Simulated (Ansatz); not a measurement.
TiO2:
```yaml
crystal:
  lattice:
    - [4.54606, 0.00000, 0.00000]
    - [0.00000, 5.51387, 0.00000]
    - [0.00000, 0.00000, 4.89462]
  atoms:
    - { symbol: Ti, position: [0.50000, 0.67582, 0.75000] }
    - { symbol: Ti, position: [0.50000, 0.32418, 0.25000] }
    - { symbol: Ti, position: [0.00000, 0.82418, 0.25000] }
    - { symbol: Ti, position: [0.00000, 0.17582, 0.75000] }
    - { symbol: O, position: [0.72887, 0.61816, 0.08084] }
    - { symbol: O, position: [0.27113, 0.38184, 0.91916] }
    - { symbol: O, position: [0.77113, 0.88184, 0.58084] }
    - { symbol: O, position: [0.22887, 0.11816, 0.41916] }
    - { symbol: O, position: [0.22887, 0.88184, 0.91916] }
    - { symbol: O, position: [0.77113, 0.11816, 0.08084] }
    - { symbol: O, position: [0.27113, 0.61816, 0.41916] }
    - { symbol: O, position: [0.72887, 0.38184, 0.58084] }
```

x, y and z are the axes in which the lattice vectors are written.

Task: Give the high-frequency dielectric tensor and the Born effective charge tensors of the independent atoms from DFPT, r²SCAN in the plane-wave PAW code Ansatz.

Result: 
ε∞:
```
7.23  0.00  0.00
0.00  5.94  0.00
0.00  0.00  6.90
```
Z* of atom 1 (Ti), rows: field, columns: displacement, in e:
```
 6.68   0.00  -0.33
 0.00   5.38   0.00
-0.16   0.00   6.50
```
Z* of atom 5 (O), rows: field, columns: displacement, in e:
```
-3.34  -1.45  -1.53
-1.21  -2.69  -0.09
-1.35  -0.04  -3.25
```

Static charges for comparison (Bader): Ti1 +2.37, O5 -1.18 e. Born charges measure polarisation by displacement and can exceed these by far.

Space group Pbcn. This is a known high-pressure phase of the composition, computed here at zero pressure and temperature. Symmetry was held in the r²SCAN relaxation; of distortions, only those at the zone centre were tested. The run is not spin-polarised.

Potentials: the earlier of the program's two PAW sets.
